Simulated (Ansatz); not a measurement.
Relaxed-ion elastic tensor of CsSnI3 in space group Pnma (No. 62; Pearson symbol oP20) in GPa (Voigt order), LDA in the plane-wave PAW code Ansatz; density 5.24 g/cm³, 40.08 Å³ per atom.

```
24.9  15.6  13.6   0.0   0.0   0.0
15.6  27.2  13.0   0.0   0.0   0.0
13.6  13.0  30.3   0.0   0.0   0.0
 0.0   0.0   0.0  10.0   0.0   0.0
 0.0   0.0   0.0   0.0   8.5   0.0
 0.0   0.0   0.0   0.0   0.0  12.8
```

Task: Is the crystal mechanically stable?

Result: Yes: the smallest eigenvalue of C is 8.5 GPa.

Task: Work out the Voigt, Reuss and Hill averages.

Result: K_V = 18.5, K_R = 18.5, K_H = 18.5; G_V = 8.9, G_R = 8.2, G_H = 8.6 GPa.

Task: Give Young's modulus, Poisson's ratio, Pugh's ratio and the universal anisotropy index.

Result: E = 9KG/(3K + G) = 22.3 GPa; ν = 0.30; K/G = 2.16 (ductile by the Pugh limit of 1.75); A_U = 5G_V/G_R + K_V/K_R − 6 = 0.46.

Task: Estimate the sound speeds and the Debye temperature.

Result: v_l = √((K + 4G/3)/ρ) = 2390 m/s, v_t = √(G/ρ) = 1280 m/s, mean 1430 m/s; Θ = (h/k)(3n/4πV)^(1/3) v_m = 124 K.

Task: How much does each axis shrink under pressure?

Result: Linear compressibilities β_i = Σ_j S_ij (j = 1 to 3): x 20, y 17, z 16 per TPa.

Symmetry was held in the LDA relaxation. Spin–orbit coupling is left out wherever it is not named.

Potentials: the later of the program's two PAW sets.
